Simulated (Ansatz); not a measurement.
AlAu:
```yaml
crystal:
  lattice:
    - [3.17798, 0.00000, 0.00000]
    - [0.00000, 3.17798, 0.00000]
    - [0.00000, 0.00000, 3.17798]
  atoms:
    - { symbol: Al, position: [0.00000, 0.00000, 0.00000] }
    - { symbol: Au, position: [0.50000, 0.50000, 0.50000] }
```

This is the PBEsol-relaxed structure.

Q: All from PBEsol in the plane-wave PAW code Ansatz, unless another level is named. Estimate the formation energy from the elements (no fitted shifts).

A: -0.28 eV/atom.

Q: What about the density of states at the Fermi level?

A: 0.31 states/eV per atom (mean over ±0.08 eV).

Q: Next, the gap with spin–orbit coupling?

A: none (metallic).

Space group Pm-3m (CsCl type). The workflow started from a Materials Project entry (that database holds measured and hypothetical structures alike); the Crystallography Open Database copy checked does not list it. With Al and Au taken as one species the cell has the higher symmetry Im-3m, so it may be an ordered model of a mixed-site phase. Whether it is the stable phase at ambient conditions was not checked. The PBEsol relaxation kept the symmetry of its start. At this level the phase is mechanically unstable. The references are the lowest solids computed at this level, not always the standard phases. Spin–orbit coupling is left out wherever it is not named.

Potentials: the later of the program's two PAW sets.
